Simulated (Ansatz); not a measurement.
Crystals of one structure type (Cu3Au type) and one family of elements, relaxed and computed with LDA in the plane-wave PAW code Ansatz.

```json
[
 {"crystal": "ScAl3", "V (Å³/atom)": "16.38", "highest Γ mode, no LO–TO term (cm⁻¹)": "342"},
 {"crystal": "YAl3", "V (Å³/atom)": "18.30", "highest Γ mode, no LO–TO term (cm⁻¹)": "302"},
 {"crystal": "Sc3Al", "V (Å³/atom)": "20.07", "highest Γ mode, no LO–TO term (cm⁻¹)": "254"},
 {"crystal": "La3Ga", "V (Å³/atom)": "27.24", "highest Γ mode, no LO–TO term (cm⁻¹)": "?"},
 {"crystal": "La3In", "V (Å³/atom)": "29.46", "highest Γ mode, no LO–TO term (cm⁻¹)": "108"}
]
```

Task: Fit a straight line to ln ω against ln V and predict the withheld value.

Result: Least squares on the 4 shown rows: ln ω = -2.03 × ln V + (11.574), with a scatter of 4.8 %. For La3Ga this gives 130. The run itself gave 104, a miss of 25.0 % of that, well beyond the scatter: the line misses something about this case.

Standing as an ambient phase not checked: YAl3, Cu3Au type; Sc3Al, Cu3Au type; La3Ga, Cu3Au type; La3In, Cu3Au type. All cells were relaxed under the symmetry of their starts (and spin orders); stability against distortions was not tested throughout. Rows with no word on spin ran without spin polarisation. Spin–orbit coupling is left out wherever it is not named.

Potentials: the later of the program's two PAW sets.
